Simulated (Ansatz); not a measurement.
NiP (space group Pbca)

```
CELL_PARAMETERS angstrom
      4.80269     0.00000     0.00000
      0.00000     6.87205     0.00000
      0.00000     0.00000     5.93968
ATOMIC_POSITIONS crystal
  Ni 0.98539 0.09933 0.30594
  Ni 0.01461 0.90067 0.69406
  Ni 0.51461 0.90067 0.80594
  Ni 0.48539 0.09933 0.19406
  Ni 0.48539 0.40067 0.69406
  Ni 0.51461 0.59933 0.30594
  Ni 0.01461 0.59933 0.19406
  Ni 0.98539 0.40067 0.80594
  P  0.82454 0.38258 0.44090
  P  0.17546 0.61742 0.55910
  P  0.67546 0.61742 0.94090
  P  0.32454 0.38258 0.05910
  P  0.32454 0.11742 0.55910
  P  0.67546 0.88258 0.44090
  P  0.17546 0.88258 0.05910
  P  0.82454 0.11742 0.94090
```

The slice is a (001) plane (indices of the conventional cell) through the point (0.515, 0.901, 0.806) (fractional), spanned by u = [100] and v = [010] in vectors of this cell: u (4.80 Å) and v (6.87 Å, at 90° to u). It covers one period; positions are fractions (u, v).

Calculation: PBEsol (plane waves to 420 eV, PAW, scalar-relativistic; Ansatz, a program for electronic structure). k mesh 8×6×7. Near the nuclei the fields are pseudised (PAW); where an atom keeps semicore shells as valence, they peak there. NiP is run without spin polarisation. NiP was relaxed with its symmetry unable to fall.

Q: Predict the map of the electrostatic potential energy of an electron, from the cell's mean on the slice.

A: 
```tsv
v \ u	0.00	0.12	0.24	0.35	0.47	0.59	0.71	0.82	0.94
0.88	x	5.4	10.4	10.6	8.3	9.5	11.8	10.0	<4.0
0.75	7.7	x	<4.0	9.3	12.5	12.4	12.3	12.6	10.9
0.62	5.7	<4.0	5.4	5.3	x	6.3	11.2	10.6	7.2
0.50	x	<4.0	7.9	x	x	x	7.5	<4.0	x
0.38	8.3	10.6	10.4	5.4	x	6.5	11.6	10.9	8.4
0.25	12.5	9.3	<4.0	x	7.7	12.2	12.5	12.2	12.6
0.12	x	5.3	5.4	<4.0	5.7	9.0	11.5	9.6	<4.0
0.00	x	x	7.8	<4.0	x	x	8.1	x	x
```

Values: electrostatic potential energy of an electron, from the cell's mean, in eV. Points within 0.9 Å of a nucleus are blanked (x), as the pseudised field means little there. Values under 4 eV are set to 4. The zero, the cell's mean, hangs on the PAW cores.
